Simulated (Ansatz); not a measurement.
MnPt₃: do energies and stresses tell the same story?

Method: DFT PBEsol, scalar-relativistic, plane waves, PAW (Ansatz 0.2.0).

Settings: cutoff 420 eV, Γ-centred mesh 12×12×12 on the computed 4-atom cell, Gaussian smearing of 0.10 eV; collinear spin from starting moments 4.07 0.17 0.17 0.17 μB.

Relaxed cell: Pm-3m, a = 3.873 Å, b = 3.873 Å, c = 3.873 Å, α = 90.00°, β = 90.00°, γ = 90.00°, 4 atoms in the primitive cell. Whether it is the stable form of this composition wasn't checked.

Energies at zero smearing and pressures from the stress tensor, at volumes with shape and atoms relaxed:
| V (Å³/atom) | E − E(first) (meV/atom) | P (GPa) |
| --- | --- | --- |
| 12.781 | 0.00 | 44.63 |
| 13.217 | -101.17 | 30.22 |
| 13.653 | -166.68 | 18.29 |
| 14.089 | -202.51 | 8.33 |
| 14.524 | -213.51 | 0.02 |
| 14.960 | -203.82 | -6.89 |
| 15.396 | -176.96 | -12.59 |
| 15.977 | -119.65 | -18.59 |

**Question.** Check P = −dE/dV between neighbouring volumes, and get the bulk modulus from the pressures alone.

**Answer.** With 1 eV/Å³ = 160.2 GPa:
| middle V (Å³/atom) | −ΔE/ΔV (GPa) | mean P (GPa) |
| --- | --- | --- |
| 12.999 | 37.200 | 37.427 |
| 13.435 | 24.086 | 24.255 |
| 13.871 | 13.177 | 13.308 |
| 14.307 | 4.042 | 4.174 |
| 14.742 | -3.562 | -3.433 |
| 15.178 | -9.875 | -9.738 |
| 15.686 | -15.805 | -15.592 |

The two differ by 0.23 GPa at most. The mean of two end pressures misses the average over a step by about ΔV² P″/12, up to 0.22 GPa here; with that taken off 0.06 GPa remains. The stress is the derivative of the free energy, not of the energy at zero smearing, and with free energies 0.01 GPa remains. The largest site moment goes from 3.42 to 3.87 μB along the series, which bends P(V). Around V = 14.524 Å³/atom, the two neighbours give B = −V ΔP/ΔV = 14.524 × 15.21 / 0.871 = 253.6 GPa, against B0 = 251.7 GPa from the Birch–Murnaghan fit of the energies.

Spin-orbit coupling is left out, which matters for the bands of heavy elements. Only parallel moments were tried here.

Only this magnetic start was tried.